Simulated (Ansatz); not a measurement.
# CoO — electric field gradients

The cell is an entry of the Crystallography Open Database (COD), its atoms then relaxed with PBE in this cell.

```cif
data_structure
_symmetry_space_group_name_H-M 'P 1'
_symmetry_Int_Tables_number 1
_cell_length_a 2.9981
_cell_length_b 2.9981
_cell_length_c 2.9981
_cell_angle_alpha 119.605
_cell_angle_beta 119.605
_cell_angle_gamma 90.686
_cell_volume 19.17
loop_
_atom_site_label
_atom_site_type_symbol
_atom_site_fract_x
_atom_site_fract_y
_atom_site_fract_z
_atom_site_occupancy
Co1 Co 0.00000 0.00000 0.00000 1
O2 O 0.50000 0.50000 0.00000 1
```

Sites (sets of like atoms) are named by element and the number of their first atom in this list.

Method: Kohn–Sham DFT in Ansatz, PBE+U (U = 3.4 eV on Co d), plane waves and PAW, scalar-relativistic, collinear spin, 420 eV cutoff, Γ-centred 15×15×15 k-points, Fermi–Dirac smearing 0.05 eV. Start moments as typed (μB): 3 on each Co, none on the rest.

Conventions: |V_zz| ≥ |V_yy| ≥ |V_xx|, η = (V_xx − V_yy)/V_zz, C_Q = eQV_zz/h.

59Co: I = 7/2, Q = 420.0 mb; O-17: I = 5/2, Q = -25.58 mb. Nuclear quadrupole moments: year-2017 set (Pyykkö).

```tsv
site	atoms (order as listed)	first shell	V_xx, V_yy, V_zz (10²¹ V/m²)	η	C_Q (MHz)
Co	1	6 O at 2.11–2.13 Å	-5.31, -5.92, 11.23	0.05	114
O	2	6 Co at 2.11–2.13 Å	-0.51, -0.75, 1.27	0.19	-0.785
```

At this cell the PBE+U pressure is 11 GPa, so with PBE+U the cell would grow if it were relaxed. The entry's cell may itself be off. The electronic state that the run reached has lower symmetry than the atoms (orbital or charge order), so like atoms can differ and cubic sites can carry a gradient. The program didn't check the stability of this electronic state in full, so a lower one may lie near. With these PAW files V_zz is typically within 2 to 3 % of all-electron values, but misses above 10 % occur on Co. Measured CoO orders antiferromagnetically, but in this run all moments are parallel, as the start or the cell imposes: fields and spin densities carried over to other atoms belong to this order alone, and gaps, moments and gradients can differ too.
